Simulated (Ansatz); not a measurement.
# Relaxation path: rocksalt SnAs (100), 4 layers

DFT, r2SCAN, PAW with Ansatz's default frozen-core files, scalar-relativistic (Ansatz 0.2.0); a Γ-centred 9×9×1 k mesh, Fermi–Dirac smearing of 0.1 eV, no spin polarisation. The run relaxes the atoms in the fixed cell.

Command: `ansatz run input.yaml --threads 3 --pin off --max-ram 8192MiB --backend cpu --events-out ev --progress --plain --runs-dir out` It took 3.7 min on 3 threads of Arm Neoverse V1, with other jobs on the host, peak memory 1.6 GiB.

```yaml
crystal:
  lattice:
    - [4.0657406405, 0.0, 0.0]
    - [0.0, 4.0657406405, 0.0]
    - [0.0, 0.0, 24.6247]
  atoms:
    - { symbol: Sn, position: [0.0, 0.0, 0.324876276] }
    - { symbol: As, position: [0.5, 0.5, 0.324876276] }
    - { symbol: Sn, position: [0.5, 0.5, 0.4416254249] }
    - { symbol: As, position: [0.0, 0.0, 0.4416254249] }
    - { symbol: Sn, position: [0.0, 0.0, 0.5583745744] }
    - { symbol: As, position: [0.5, 0.5, 0.5583745744] }
    - { symbol: Sn, position: [0.5, 0.5, 0.675123724] }
    - { symbol: As, position: [0.0, 0.0, 0.675123724] }
kpoints:
  mp_grid: { grid: [9, 9, 1] }
scf:
  occupations: { method: fermi_dirac, width: 0.1 }
hamiltonian:
  xc: r2scan
  pseudopotentials: { kind: paw }
output:
  forces: true
  stress: true
  eigenvalues: true
relax:
  f_tol: 0.01
  max_steps: 40
efield:
  axis: 3
  amplitude: 0
  dipole_correction: true
```

Each step lists its free energy a cell above the last geometry, and Cartesian positions (Å) with forces (eV/Å).

The first step:

```
step 1  dF = 190.17 meV
  Sn 0.0000 0.0000 8.0000   0.0000 0.0000 0.4725
  As 2.0329 2.0329 8.0000   0.0000 0.0000 -0.0227
  Sn 2.0329 2.0329 10.8749   0.0000 0.0000 -0.4784
  As 0.0000 0.0000 10.8749   0.0000 0.0000 -0.4070
  Sn 0.0000 0.0000 13.7498   0.0000 0.0000 0.4784
  As 2.0329 2.0329 13.7498   0.0000 0.0000 0.4070
  Sn 2.0329 2.0329 16.6247   0.0000 0.0000 -0.4725
  As 0.0000 0.0000 16.6247   0.0000 0.0000 0.0227
```

Spin–orbit coupling is left out, which matters for the heavy atoms. The PAW files were made under PBE.

Task: Where does the relaxation end, and by which steps?

Result: After 6 geometries, with a shortest distance of 2.743 Å. The further steps:
```
step 2  dF = 35.00 meV
  Sn 0.0000 0.0000 8.1945   0.0000 0.0000 -0.2880
  As 2.0329 2.0329 7.9241   0.0000 0.0000 -0.1540
  Sn 2.0329 2.0329 10.6986   0.0000 0.0000 0.0238
  As 0.0000 0.0000 10.8779   0.0000 0.0000 0.2046
  Sn 0.0000 0.0000 13.9261   0.0000 0.0000 -0.0238
  As 2.0329 2.0329 13.7468   0.0000 0.0000 -0.2046
  Sn 2.0329 2.0329 16.4302   0.0000 0.0000 0.2880
  As 0.0000 0.0000 16.7006   0.0000 0.0000 0.1540
step 3  dF = 1.98 meV
  Sn 0.0000 0.0000 8.1019   0.0000 0.0000 0.0386
  As 2.0329 2.0329 7.8125   0.0000 0.0000 -0.0039
  Sn 2.0329 2.0329 10.6274   0.0000 0.0000 -0.0384
  As 0.0000 0.0000 10.8468   0.0000 0.0000 0.0354
  Sn 0.0000 0.0000 13.9973   0.0000 0.0000 0.0384
  As 2.0329 2.0329 13.7779   0.0000 0.0000 -0.0354
  Sn 2.0329 2.0329 16.5228   0.0000 0.0000 -0.0386
  As 0.0000 0.0000 16.8122   0.0000 0.0000 0.0039
step 4  dF = 0.84 meV
  Sn 0.0000 0.0000 8.1244   0.0000 0.0000 0.0088
  As 2.0329 2.0329 7.7935   0.0000 0.0000 0.0188
  Sn 2.0329 2.0329 10.6048   0.0000 0.0000 -0.0060
  As 0.0000 0.0000 10.8725   0.0000 0.0000 -0.0629
  Sn 0.0000 0.0000 14.0199   0.0000 0.0000 0.0060
  As 2.0329 2.0329 13.7522   0.0000 0.0000 0.0629
  Sn 2.0329 2.0329 16.5003   0.0000 0.0000 -0.0087
  As 0.0000 0.0000 16.8312   0.0000 0.0000 -0.0188
step 5  dF = 0.35 meV
  Sn 0.0000 0.0000 8.1123   0.0000 0.0000 -0.0040
  As 2.0329 2.0329 7.7883   0.0000 0.0000 -0.0199
  Sn 2.0329 2.0329 10.5885   0.0000 0.0000 0.0290
  As 0.0000 0.0000 10.8530   0.0000 0.0000 0.0145
  Sn 0.0000 0.0000 14.0362   0.0000 0.0000 -0.0290
  As 2.0329 2.0329 13.7717   0.0000 0.0000 -0.0145
  Sn 2.0329 2.0329 16.5124   0.0000 0.0000 0.0040
  As 0.0000 0.0000 16.8364   0.0000 0.0000 0.0199
step 6  dF = 0.00 meV
  Sn 0.0000 0.0000 8.1161   0.0000 0.0000 0.0030
  As 2.0329 2.0329 7.7955   0.0000 0.0000 -0.0019
  Sn 2.0329 2.0329 10.6028   0.0000 0.0000 0.0022
  As 0.0000 0.0000 10.8590   0.0000 0.0000 -0.0041
  Sn 0.0000 0.0000 14.0219   0.0000 0.0000 -0.0022
  As 2.0329 2.0329 13.7657   0.0000 0.0000 0.0041
  Sn 2.0329 2.0329 16.5086   0.0000 0.0000 -0.0030
  As 0.0000 0.0000 16.8292   0.0000 0.0000 0.0019
step 7  dF = 0.00 meV  (same geometry, solved once more)
  Sn 0.0000 0.0000 8.1161   0.0000 0.0000 0.0031
  As 2.0329 2.0329 7.7955   0.0000 0.0000 -0.0019
  Sn 2.0329 2.0329 10.6028   0.0000 0.0000 0.0022
  As 0.0000 0.0000 10.8590   0.0000 0.0000 -0.0041
  Sn 0.0000 0.0000 14.0219   0.0000 0.0000 -0.0022
  As 2.0329 2.0329 13.7657   0.0000 0.0000 0.0041
  Sn 2.0329 2.0329 16.5086   0.0000 0.0000 -0.0031
  As 0.0000 0.0000 16.8292   0.0000 0.0000 0.0019
```
